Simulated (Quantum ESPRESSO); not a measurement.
## Calculated data, Hf$_{6}$AlIn (simulated cell)

All values are calculated (Quantum ESPRESSO 7.5). Calculation on a made-up metal alloy cell, not a measurement: no spin or spin-orbit, unrelaxed, 2900 K smearing, stress positive in tension, cell energy less fitted offsets; periodic Kohn-Sham density functional theory in plane waves with PseudoDojo standard norm-conserving scalar-relativistic pseudopotentials, each functional with its own files (v0.5 for PBE, v0.4.1 for LDA and PBEsol), eight atoms on drawn sites of a strained close-packed or body-centred lattice, each displaced and held fixed; the energy is the cell's free energy, ions and the entropy term -TS included, at the stated Fermi-Dirac width, less a fixed offset for each atom's element (shifted free energy); compositions with an open d shell lost a parallel starting moment in a cheaper test run, and other magnetic orders were not tried; an error bar is the largest change of its kind in a tighter rerun, never given below 0.002 eV, 0.02 GPa or 0.003 eV/angstrom, and covers cutoff and k-mesh only, not smearing or the files.

Common to all runs: lattice type face-centred cubic; functional pbe; cutoff 952 eV; fermi dirac smearing 0.25 eV; electrons removed 0; run command mpirun -np 4 pw.x -nk 4 -in in; run processor Intel Xeon, 2023 or later, virtual cores; k mesh 8 x 5 x 3 shifted half a step off Gamma on each axis.

Notes on all entries: heavy elements are run without spin-orbit coupling, which real alloys of them have; a spin test at this wide smearing found no moment, but such smearing suppresses magnetism that the real alloy may have; lattice, volume and sites are drawn at random and may be unstable or far from any real phase; energies are for the whole cell, less offsets fitted to these runs, so they are not formation energies.

(1) 
```cif
# cell vector a (Å): -0.0087 2.1594 2.1293
# cell vector b (Å): -4.3437 2.3056 -2.2580
# cell vector c (Å): -4.0464 -6.5848 6.5118
data_Hf6AlIn
_symmetry_space_group_name_H-M 'P 1'
_symmetry_Int_Tables_number 1
_cell_length_a 3.0327
_cell_length_b 5.4113
_cell_length_c 10.1063
_cell_angle_alpha 103.008
_cell_angle_beta 90.595
_cell_angle_gamma 89.272
_cell_volume 161.58
loop_
_atom_site_label
_atom_site_type_symbol
_atom_site_fract_x
_atom_site_fract_y
_atom_site_fract_z
_atom_site_occupancy
Al1 Al 0.99571 0.98946 0.00149 1
In1 In 0.98156 0.23601 0.75249 1
Hf1 Hf 0.98678 0.50558 0.50374 1
Hf2 Hf 0.97829 0.75066 0.24677 1
Hf3 Hf 0.50139 0.99360 0.49764 1
Hf4 Hf 0.50935 0.23619 0.25624 1
Hf5 Hf 0.51727 0.48821 0.00078 1
Hf6 Hf 0.50698 0.74424 0.74924 1
_calc_entropy_term_negative_ts -1.518  # eV
_calc_pressure 9.39  # GPa
_calc_stress_xx -9.13  # GPa
_calc_stress_yy -9.1  # GPa
_calc_stress_zz -9.94  # GPa
_calc_stress_yz -1.66  # GPa
_calc_stress_xz 1.94  # GPa
_calc_stress_xy -2.63  # GPa
_calc_shifted_free_energy -0.767  # eV
```

Atoms:
```tsv
atoms element	atom site	atom energy offset (eV)
Al	1	-63.26
In	2	-1808.02
Hf	3	-1535.13
Hf	4	-1535.13
Hf	5	-1535.13
Hf	6	-1535.13
Hf	7	-1535.13
Hf	8	-1535.13
```

Forces:
```tsv
site	x (eV/Å)	y (eV/Å)	z (eV/Å)
1	0.026	-0.142	0.367
2	-0.221	0.501	-0.042
3	0.588	0.439	0.011
4	0.3	0.037	0.772
5	-0.458	-0.313	-0.106
6	0.351	0.55	-1.093
7	-0.344	-0.248	-0.404
8	-0.242	-0.824	0.496
```

Notes: error bars: energy 0.0026 eV, stress 0.09 GPa, force 0.0052 eV/Å, from a tighter rerun of a related cell, whose elements or sites may differ; 17 SCF iterations, 329 s of wall time on a shared machine.

(2) 
```cif
# cell vector a (Å): -0.0087 2.1594 2.1293
# cell vector b (Å): -4.3437 2.3056 -2.2580
# cell vector c (Å): -4.0464 -6.5848 6.5118
data_Hf6AlIn
_symmetry_space_group_name_H-M 'P 1'
_symmetry_Int_Tables_number 1
_cell_length_a 3.0327
_cell_length_b 5.4113
_cell_length_c 10.1063
_cell_angle_alpha 103.008
_cell_angle_beta 90.595
_cell_angle_gamma 89.272
_cell_volume 161.58
loop_
_atom_site_label
_atom_site_type_symbol
_atom_site_fract_x
_atom_site_fract_y
_atom_site_fract_z
_atom_site_occupancy
Al1 Al 0.99571 0.98946 0.00149 1
Hf1 Hf 0.98156 0.23601 0.75249 1
In1 In 0.98678 0.50558 0.50374 1
Hf2 Hf 0.97829 0.75066 0.24677 1
Hf3 Hf 0.50139 0.99360 0.49764 1
Hf4 Hf 0.50935 0.23619 0.25624 1
Hf5 Hf 0.51727 0.48821 0.00078 1
Hf6 Hf 0.50698 0.74424 0.74924 1
_calc_entropy_term_negative_ts -1.605  # eV
_calc_pressure 8.81  # GPa
_calc_stress_xx -9.54  # GPa
_calc_stress_yy -8.21  # GPa
_calc_stress_zz -8.7  # GPa
_calc_stress_yz -1.78  # GPa
_calc_stress_xz 2.54  # GPa
_calc_stress_xy -3.28  # GPa
_calc_shifted_free_energy -0.718  # eV
```

Atoms:
```tsv
atoms element	atom site	atom energy offset (eV)
Al	1	-63.26
Hf	2	-1535.13
In	3	-1808.02
Hf	4	-1535.13
Hf	5	-1535.13
Hf	6	-1535.13
Hf	7	-1535.13
Hf	8	-1535.13
```

Forces:
```tsv
site	x (eV/Å)	y (eV/Å)	z (eV/Å)
1	-0.044	0.089	0.085
2	-0.104	0.269	0.304
3	0.487	0.157	0.162
4	0.378	0.206	0.513
5	-0.346	-0.26	-0.099
6	0.311	0.556	-1.051
7	0.007	-0.245	-0.288
8	-0.69	-0.772	0.375
```

Notes: error bars: energy 0.0026 eV, stress 0.09 GPa, force 0.0052 eV/Å, from a tighter rerun of a related cell, whose elements or sites may differ; 17 SCF iterations, 347 s of wall time on a shared machine.

(3) 
```cif
# cell vector a (Å): -0.0087 2.1594 2.1293
# cell vector b (Å): -4.3437 2.3056 -2.2580
# cell vector c (Å): -4.0464 -6.5848 6.5118
data_Hf6AlIn
_symmetry_space_group_name_H-M 'P 1'
_symmetry_Int_Tables_number 1
_cell_length_a 3.0327
_cell_length_b 5.4113
_cell_length_c 10.1063
_cell_angle_alpha 103.008
_cell_angle_beta 90.595
_cell_angle_gamma 89.272
_cell_volume 161.58
loop_
_atom_site_label
_atom_site_type_symbol
_atom_site_fract_x
_atom_site_fract_y
_atom_site_fract_z
_atom_site_occupancy
Al1 Al 0.99571 0.98946 0.00149 1
Hf1 Hf 0.98156 0.23601 0.75249 1
Hf2 Hf 0.98678 0.50558 0.50374 1
In1 In 0.97829 0.75066 0.24677 1
Hf3 Hf 0.50139 0.99360 0.49764 1
Hf4 Hf 0.50935 0.23619 0.25624 1
Hf5 Hf 0.51727 0.48821 0.00078 1
Hf6 Hf 0.50698 0.74424 0.74924 1
_calc_entropy_term_negative_ts -1.533  # eV
_calc_pressure 9.26  # GPa
_calc_stress_xx -9  # GPa
_calc_stress_yy -9.13  # GPa
_calc_stress_zz -9.64  # GPa
_calc_stress_yz -1.9  # GPa
_calc_stress_xz 2.05  # GPa
_calc_stress_xy -2.68  # GPa
_calc_shifted_free_energy -0.783  # eV
```

Atoms:
```tsv
atoms element	atom site	atom energy offset (eV)
Al	1	-63.26
Hf	2	-1535.13
Hf	3	-1535.13
In	4	-1808.02
Hf	5	-1535.13
Hf	6	-1535.13
Hf	7	-1535.13
Hf	8	-1535.13
```

Forces:
```tsv
site	x (eV/Å)	y (eV/Å)	z (eV/Å)
1	-0.125	0.337	-0.153
2	0.082	0.487	0.084
3	0.303	0.028	0.485
4	0.509	-0.046	0.676
5	-0.187	-0.27	-0.174
6	-0.172	0.695	-1.143
7	0.414	-0.409	-0.201
8	-0.825	-0.822	0.426
```

Notes: error bars: energy 0.0026 eV, stress 0.09 GPa, force 0.0052 eV/Å, from a tighter rerun of a related cell, whose elements or sites may differ; 17 SCF iterations, 402 s of wall time on a shared machine.

(4) 
```cif
# cell vector a (Å): -0.0087 2.1594 2.1293
# cell vector b (Å): -4.3437 2.3056 -2.2580
# cell vector c (Å): -4.0464 -6.5848 6.5118
data_Hf6AlIn
_symmetry_space_group_name_H-M 'P 1'
_symmetry_Int_Tables_number 1
_cell_length_a 3.0327
_cell_length_b 5.4113
_cell_length_c 10.1063
_cell_angle_alpha 103.008
_cell_angle_beta 90.595
_cell_angle_gamma 89.272
_cell_volume 161.58
loop_
_atom_site_label
_atom_site_type_symbol
_atom_site_fract_x
_atom_site_fract_y
_atom_site_fract_z
_atom_site_occupancy
Al1 Al 0.99571 0.98946 0.00149 1
Hf1 Hf 0.98156 0.23601 0.75249 1
Hf2 Hf 0.98678 0.50558 0.50374 1
Hf3 Hf 0.97829 0.75066 0.24677 1
Hf4 Hf 0.50139 0.99360 0.49764 1
In1 In 0.50935 0.23619 0.25624 1
Hf5 Hf 0.51727 0.48821 0.00078 1
Hf6 Hf 0.50698 0.74424 0.74924 1
_calc_entropy_term_negative_ts -1.612  # eV
_calc_pressure 10.02  # GPa
_calc_stress_xx -10.82  # GPa
_calc_stress_yy -9.56  # GPa
_calc_stress_zz -9.67  # GPa
_calc_stress_yz -2.89  # GPa
_calc_stress_xz 2.07  # GPa
_calc_stress_xy -2.78  # GPa
_calc_shifted_free_energy -0.306  # eV
```

Atoms:
```tsv
atoms element	atom site	atom energy offset (eV)
Al	1	-63.26
Hf	2	-1535.13
Hf	3	-1535.13
Hf	4	-1535.13
Hf	5	-1535.13
In	6	-1808.02
Hf	7	-1535.13
Hf	8	-1535.13
```

Forces:
```tsv
site	x (eV/Å)	y (eV/Å)	z (eV/Å)
1	0.106	0.192	-0.011
2	-0.033	0.362	0.195
3	0.244	0.182	0.269
4	0.507	-0.079	0.632
5	-0.336	-0.401	-0.021
6	0.022	0.556	-0.917
7	-0.04	-0.088	-0.434
8	-0.47	-0.725	0.288
```

Notes: error bars: energy 0.0026 eV, stress 0.09 GPa, force 0.0052 eV/Å, from a tighter rerun of this cell; 17 SCF iterations, 388 s of wall time on a shared machine.
